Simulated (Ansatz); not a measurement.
# TaSi2: from a starting cell to a relaxed one

The start is a generated trial cell of TaSi2 in the AFLOW prototype AB2_aP12_1_4a_8a (as in FeS2). Cell shape, volume and atoms are optimised at zero target pressure with PBE (plane waves to 420 eV, PAW, scalar-relativistic; Ansatz, a first-principles code). First-step values are on the input's coarse k-mesh.

Ansatz input (later rounds restart from its end on a renewed k-mesh):
Ansatz 0.2 input:
```yaml
crystal:
  lattice:
    - [5.6184474, 0, 0]
    - [0, 5.6184474, 0]
    - [0, 0, 5.6184474]
  atoms:
    - { symbol: Ta, position: [0.001, 0.002, 0.003] }
    - { symbol: Ta, position: [0.4966, 0.0001, 0.5036] }
    - { symbol: Ta, position: [0.5001, 0.502, 0.0011] }
    - { symbol: Ta, position: [0.9994, 0.5013, 0.5038] }
    - { symbol: Si, position: [0.3857, 0.3832, 0.384] }
    - { symbol: Si, position: [0.1149, 0.6114, 0.8846] }
    - { symbol: Si, position: [0.8854, 0.1157, 0.6143] }
    - { symbol: Si, position: [0.6153, 0.8865, 0.1141] }
    - { symbol: Si, position: [0.6151, 0.6132, 0.6137] }
    - { symbol: Si, position: [0.8854, 0.3818, 0.1149] }
    - { symbol: Si, position: [0.1147, 0.8856, 0.3841] }
    - { symbol: Si, position: [0.3857, 0.1161, 0.8842] }
basis: { ecutwfc: 420, ecutrho_ratio: 4, xc_grid: 2, fft_grid_basis: typed }
kpoints: { mp_grid: { grid: [4, 4, 4] } }
hamiltonian:
  xc: pbe
  dispersion: none
  pseudopotentials: { kind: paw }
scf: { occupations: { method: fermi_dirac, width: 0.05 } }
relax: { f_tol: 0.01, max_steps: 100, cell: { stress_tol: 0.02 } }
output: { forces: true, stress: true }
```

### Question
What pressure does the first self-consistent step give?

### Answer
+53 GPa (positive: the cell is compressed).

### Question
Which atoms feel the largest initial force, and how large is it?

### Answer
About 0.9 eV/Å, on Ta1 (atoms numbered as listed).

### Question
By how much does the energy per atom fall from start to end?

### Answer
1.60 eV/atom.

### Question
How does the volume change?

### Answer
+7.5 %, from 14.78 to 15.89 Å³/atom.

### Question
How do the shortest distances between atoms change?

### Answer
The closest pairs of elements (up to four, under 3.6 Å), start → end: Si–Si 2.24 → 2.42 Å; Si–Ta 2.32 → 2.55 Å; Ta–Ta 3.95 → 3.28 Å.

### Question
What band gap does the relaxed structure have at this level?

### Answer
Zero (metallic).

### Question
What does it relax into? Give the structure.

### Answer

Space group Pc (No. 7); a = 6.3196 Å, b = 4.9144 Å, c = 6.2125 Å, α = γ = 90.00°, β = 98.85°

```json
[
 {"atom": "Ta", "site": "2a", "symmetry": "1", "x": "0.9435", "y": "0.1235", "z": "0.4468"},
 {"atom": "Ta", "site": "2a", "symmetry": "1", "x": "0.5992", "y": "0.3819", "z": "0.0517"},
 {"atom": "Si", "site": "2a", "symmetry": "1", "x": "0.3264", "y": "0.7420", "z": "0.1682"},
 {"atom": "Si", "site": "2a", "symmetry": "1", "x": "0.5358", "y": "0.1090", "z": "0.3944"},
 {"atom": "Si", "site": "2a", "symmetry": "1", "x": "0.1813", "y": "0.2708", "z": "0.1392"},
 {"atom": "Si", "site": "2a", "symmetry": "1", "x": "0.9132", "y": "0.6263", "z": "0.3001"}
]
```

Final values are on a 6×8×6 k-mesh of the relaxed cell. No spin polarisation in the result.

The relaxed structure here is a generated cell of TaSi2: the first start was made by placing the elements on the sites of a structure type, and the end was not matched to a known phase here, so it may be hypothetical. Known forms of TaSi2 include space group No. 181.
